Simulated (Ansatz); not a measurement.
A trial cell of Sn was relaxed with PBEsol (plane waves to 420 eV, PAW, scalar-relativistic; Ansatz, an electronic-structure program).

Before: R-3m, hexagonal axes (No. 166), hR2; a = 3.944 Å, b = 3.944 Å, c = 10.970 Å, α = 90.00°, β = 90.00°, γ = 120.00°.

After relaxation:

Simulated powder pattern, Ag Kα, λ = 0.560885 Å (kinematic, ideal powder, no thermal factors, no anomalous dispersion; the 24 strongest lines at most, above 1 %, up to 2θ = 30°):

```tsv
2θ (°)	I/Imax (%)
10.62	100
15.03	81
18.44	30
21.32	15
23.87	42
26.19	31
```

Question: Identify the relaxed structure from its pattern: crystal system, space group and cell.

Answer: Cubic, Pm-3m (No. 221), cP1, AFLOW prototype A_cP1_221_a (A_h); a = 3.032 Å, b = 3.032 Å, c = 3.032 Å, α = 90.00°, β = 90.00°, γ = 90.00°. Sites: Sn 1b (0.500, 0.500, 0.500).

Question: Index the strongest lines.

Answer: 10.62° (100), 15.03° (110), 18.44° (111), 23.87° (210), 26.19° (211).

No spin polarisation in the result.

The run could not lose the symmetry of its start, so the end can be a saddle point.

The relaxed structure here is a generated cell of Sn: the first start was made by placing the elements on the sites of a structure type, and the end was not matched to a known phase here, so it may be hypothetical. Known forms of Sn include space group No. 141, 227.
